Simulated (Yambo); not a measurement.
```
CELL_PARAMETERS angstrom
      0.00000     2.53042     2.53042
      2.53042     0.00000     2.53042
      2.53042     2.53042     0.00000
ATOMIC_POSITIONS crystal
  O  0.00000 0.00000 0.00000
  Sr 0.50000 0.50000 0.50000
```

SrO (rock salt, space group Fm-3m, No. 225): mean Im ε in 1 eV windows above the direct gap of 5.31 eV, for different electron-hole kernels (Yambo, broadening 0.15 eV, LDA (Quantum ESPRESSO, PseudoDojo norm-conserving, 84 Ry, without SOC) bands; 10×10×10 mesh, 3 valence and 4 conduction bands, static screening with 18 bands and a 4 Ry block, scissor 2.14 eV, Tamm-Dancoff; field along x).

```json
[
 {"window (eV)": "5.3 to 6.3", "independent quasiparticles": "1.0", "BSE": "2.7"},
 {"window (eV)": "6.3 to 7.3", "independent quasiparticles": "1.8", "BSE": "3.5"},
 {"window (eV)": "7.3 to 8.3", "independent quasiparticles": "2.4", "BSE": "3.3"},
 {"window (eV)": "8.3 to 9.3", "independent quasiparticles": "2.9", "BSE": "3.0"},
 {"window (eV)": "9.3 to 10.3", "independent quasiparticles": "3.6", "BSE": "2.3"}
]
```

This run doesn't resolve bound excitons or single peaks, so only averages are given, and they too depend on the mesh; weight that the attraction moves below the gap isn't listed. All transitions below 10.76 eV are in the band window. The scissor comes from a G0W0 run whose convergence isn't established.

Geometry relaxed with LDA.
